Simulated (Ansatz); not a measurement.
Values for one crystal, relaxed and computed with plane-wave PAW r²SCAN (Ansatz code); other levels are named.

| Property | Value |
|---|---|
| Volume per atom | 25.38 Å³ |
| Band gap | 1.54 eV (direct) |
| Hole effective mass, band 2 of 3 at the edge | 0.79 along [100], 0.79 along [110], 1.6 along [111] (mₑ) |
| Hole effective mass, band 1 of 3 at the edge | 0.79 along [100], 3.4 along [110], 1.6 along [111] (mₑ) |
| Formation energy from the elements (no fitted shifts) | -0.81 eV/atom |
| Conduction-band minimum | at Γ |
| Hole effective mass, band 3 of 3 at the edge | 0.17 along [100], 0.14 along [110], 0.14 along [111] (mₑ) |

**Question.** Pick the material that matches.
A. BP, zinc blende
B. InP, zinc blende
C. CdS, zinc blende
D. BeS, zinc blende

**Answer.** C, CdS, zinc blende

Space group F-43m (zinc blende). The cell was relaxed with r²SCAN under the symmetry of its start. The references are the lowest solids computed at this level, not always the standard phases. Scalar-relativistic: spin–orbit coupling is off unless named, which matters more the heavier the elements.

Potentials: the later of the program's two PAW sets.
